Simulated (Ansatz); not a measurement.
# Ti$_{2}$Co: do energies and stresses tell the same story?

Method: Ansatz, DFT r2SCAN, scalar-relativistic, plane waves, PAW.

Settings: cutoff 500 eV, Γ-centred mesh 10×10×10 on the computed 6-atom cell, Gaussian smearing of 0.10 eV; collinear spin from starting moments 0.41 0.41 0.41 0.41 1.94 1.94 μB.

Relaxed cell: Fd-3m, a = 7.129 Å, b = 7.129 Å, c = 7.129 Å, α = 90.00°, β = 90.00°, γ = 90.00°, 6 atoms in the primitive cell. Whether it is the stable form of this composition wasn't checked.

Energies at zero smearing and pressures from the stress tensor, at volumes with shape and atoms relaxed:
| V (Å³/atom) | E − E(first) (meV/atom) | P (GPa) |
| --- | --- | --- |
| 14.190 | 0.00 | 7.18 |
| 14.643 | -14.72 | 3.33 |
| 15.096 | -19.29 | 0.03 |
| 15.549 | -15.13 | -2.81 |
| 16.002 | -3.51 | -5.24 |

Question: Check P = −dE/dV between neighbouring volumes, and get the bulk modulus from the pressures alone.

Answer: With 1 eV/Å³ = 160.2 GPa:
```
middle V (Å³/atom)  −ΔE/ΔV (GPa) mean P (GPa)
            14.417         5.209         5.254
            14.869         1.615         1.680
            15.322        -1.471        -1.392
            15.775        -4.113        -4.024
```

The two differ by 0.09 GPa at most. The mean of two end pressures misses the average over a step by about ΔV² P″/12, up to 0.05 GPa here; with that taken off 0.06 GPa remains. The stress is the derivative of the free energy, not of the energy at zero smearing, and with free energies 0.00 GPa remains. The largest site moment goes from 1.65 to 1.86 μB along the series, which bends P(V). Around V = 15.096 Å³/atom, the two neighbours give B = −V ΔP/ΔV = 15.096 × 6.14 / 0.906 = 102.4 GPa, against B0 = 102.6 GPa from the Birch–Murnaghan fit of the energies.

The state reached may not be the lowest one.

Only this magnetic start was tried.